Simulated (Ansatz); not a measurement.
Crystals of one structure type (zinc blende) and one family of elements, relaxed and computed with the program Ansatz at the r²SCAN level (PAW).

```tsv
crystal	V (Å³/atom)	B₀ by P(V) fit (GPa)
BP	11.67	169
BAs	13.69	?
GaP	20.25	87.6
GaAs	22.74	72.3
InP	25.76	68.2
InAs	28.49	57.2
GaSb	28.81	52.9
```

**Question.** Fit a straight line to ln B₀ against ln V and predict the withheld value.

**Answer.** Least squares on the 6 shown rows: ln B₀ = -1.23 × ln V + (8.156), with a scatter of 4 %. For BAs this gives 139. The run itself gave 141, within the scatter.

All cells were relaxed under the symmetry of their starts (and spin orders); stability against distortions was not tested throughout. Scalar-relativistic: spin–orbit coupling is off unless named, which matters more the heavier the elements.

Potentials: the later of the program's two PAW sets.
